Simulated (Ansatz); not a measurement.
B₂W under compression and expansion

```xyz
3
Lattice="3.0200 0.0000 0.0000 -1.5100 2.6154 0.0000 0.0000 0.0000 3.0500" Properties=species:S:1:pos:R:3 pbc="T T T"
B     0.0000    1.7436    1.5250
B     1.5100    0.8718    1.5250
W     0.0000    0.0000    0.0000
```

The cell comes from COD entry 1510851, which wasn't checked; take it as a given geometry.

Spin–orbit coupling is left out, though it moves levels of the heavy atoms by tenths of an eV or more.

All numbers are computed: DFT, LDA, all-electron LAPW, scalar-relativistic (Ansatz 0.2.0); DFT, LDA, PAW with Ansatz's default frozen-core files, scalar-relativistic (Ansatz 0.2.0).

For LAPW: a Γ-centred 14×14×12 k mesh, Fermi–Dirac smearing of 0.05 eV, basis error target 0.5 meV/atom, no spin polarisation. PAW takes a cutoff of 420 eV at this cell (files made with PBE, cores remade for this functional). The Ansatz runs share mesh, smearing and spin set-up. Plane-wave (PAW) pressures include the program's estimate of the Pulay term.

The cell above is scaled evenly, with fractional coordinates and shape held.

| V/V(cell) | V (Å³/atom) | P, LAPW (GPa) | P, PAW (GPa) | free energy over the lowest listed, PAW (meV/atom) |
| --- | --- | --- | --- | --- |
| 0.9400 | 7.548 | 53.18 | 53.50 | 141.9 |
| 0.9600 | 7.709 | 41.80 | 42.07 | 94.1 |
| 0.9800 | 7.870 | 31.47 | 31.69 | 57.2 |
| 0.9900 | 7.950 | 26.67 | 26.87 | 42.5 |
| 1.0000 | 8.030 | 22.10 | 22.28 | 30.2 |
| 1.0100 | 8.110 | 17.74 | 17.91 | 20.1 |
| 1.0200 | 8.191 | ? | ? | ? |
| 1.0400 | 8.351 | 5.85 | 5.98 | 2.4 |
| 1.0600 | 8.512 | -1.18 | -1.07 | 0.0 |

**Question.** Fill in the row V/V(cell) = 1.0200.

**Answer.** P, LAPW (GPa) = 13.59, P, PAW (GPa) = 13.74, free energy over the lowest listed, PAW (meV/atom) = 12.2.

**Question.** What do Birch–Murnaghan fits to the pressures give?

**Answer.** LAPW: V0 = 8.48 Å³/atom, B0 = 360 GPa, B0′ = 4.0; PAW: V0 = 8.49 Å³/atom, B0 = 361 GPa, B0′ = 4.0.

PAW's V0 lies 0.03 % from the all-electron value and its B0 0.2 %. With shape and internal coordinates held, B0 is an upper bound to the relaxed modulus.
